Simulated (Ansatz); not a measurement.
## LiZn under pressure

The calculation used DFT LDA, scalar-relativistic, plane waves, PAW in Ansatz. Cutoff 420 eV, 12×12×12 k-points (Γ-centred), Fermi-Dirac smearing of 0.15 eV. No spin polarisation. Phonons by linear response, acoustic sum rule imposed.

Relaxed structure:
```xyz
4
Lattice="0.0000 2.9709 2.9709 2.9709 0.0000 2.9709 2.9709 2.9709 0.0000" Properties=species:S:1:pos:R:3 pbc="T T T"
Li    2.9709    2.9709    2.9709
Li    4.4563    4.4563    4.4563
Zn    0.0000    0.0000    0.0000
Zn    1.4854    1.4854    1.4854
```

In a metal, frequencies and elastic constants depend on the k mesh and the smearing, soft modes and shear constants most.

Optical modes at Γ (cm⁻¹) at zero pressure: 157, 295, 431.

Task: Under hydrostatic pressure the same modes lie at 249, 425, 571 cm⁻¹. What is the pressure, and how much has the cell shrunk?

Result: 25 GPa; the volume is 22.7 % smaller.